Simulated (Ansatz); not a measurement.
Te₂Mo in space group P6_3/mmc (No. 194; Te on 4f, Mo on 2c), plane-wave PAW r²SCAN+D4 (Ansatz code). The conduction-band minimum lies on the K–Γ line, 41 % of the way from K, with 6 equivalent valleys. Second derivatives d²E/dk² of the lowest band at one valley (eV·Å²), along Cartesian directions:

| direction | d²E/dk² |
|---|---|
| [100] | 11.78 |
| [010] | 16.86 |
| [001] | 14.74 |
| [110] | 18.78 |
| [101] | 13.27 |
| [011] | 15.81 |

Q: Find the principal effective masses, the density-of-states mass and the conductivity mass.

A: Off-diagonal terms follow from H_xy = H[110] − (H_xx + H_yy)/2, and m*/mₑ = 7.620 eV·Å² over each eigenvalue: 0.39, 0.52, 0.83. One valley's DOS mass (m₁m₂m₃)^(1/3) = 0.55, conductivity mass 3/(Σ 1/mᵢ) = 0.53 mₑ.

Q: What effective density of states Nc follows at 300 K for parabolic valleys?

A: Nc = 2.509e19 × 6 × (0.55)^(3/2) ≈ 6.1e19 cm⁻³.

The cell was relaxed with r²SCAN+D4 under the symmetry of its start. The run is not spin-polarised. Spin–orbit coupling is left out wherever it is not named.

Potentials: the earlier of the program's two PAW sets.

Edges and masses are those of Kohn–Sham bands, whose gap is no quasiparticle gap.
